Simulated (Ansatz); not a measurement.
The calculation used Ansatz 0.2.0, DFT PBE, scalar-relativistic, plane waves, PAW. The screen uses 420 eV, coarse Γ-centred meshes (up to 0.6 Å⁻¹ on the start cell), Gaussian smearing of 0.2 eV, tolerances of 0.08 eV/Å and 0.8 GPa and 16 steps at most, with the symmetry of each start kept. No spin polarisation. Energies are free energies per atom, good to about 0.1 eV/atom between metallic cells, end volumes are rough, and groups of ends are read at 0.1 Å.

Two unrelaxed guesses for GaMo:

A.

```
CELL_PARAMETERS angstrom
2.88995 0.00000 0.00000
0.00000 2.88995 0.00000
0.00000 0.00000 4.64043
ATOMIC_POSITIONS crystal
Ga 0.00000 0.00000 0.54285
Mo 0.50000 0.50000 0.50583
```

B.

```
CELL_PARAMETERS angstrom
-1.84783 1.84783 3.09135
1.84783 -1.84783 3.09135
1.84783 1.84783 -3.09135
ATOMIC_POSITIONS crystal
Ga 0.50000 0.50000 0.00000
Mo 0.00000 0.00000 0.00000
```

Question: Does the order of the two change on relaxation?

Answer: As given, B is lower by 4.00 eV/atom. Relaxed, A is lower by 0.34 eV/atom, so the order turns round. A goes from P4mm at 19.4 Å³/atom to P4/mmm at 15.3 Å³/atom and gains 4.78 eV/atom. B goes from I4/mmm at 21.1 Å³/atom to Fm-3m at 16.8 Å³/atom and gains 0.44 eV/atom. The closest pair in A goes from Ga–Mo at 2.05 Å to Ga–Mo at 2.73 Å. The closest pair in B goes from Ga–Mo at 2.61 Å to Ga–Mo at 2.56 Å. At the end: counting all near atoms (those within 1.25 times the shortest distance at each site), A has Ga 12, Mo 12 and B has Ga 6, Mo 6. The lowest end among all the guesses of this search lies 0.22 eV/atom under the better of the two.
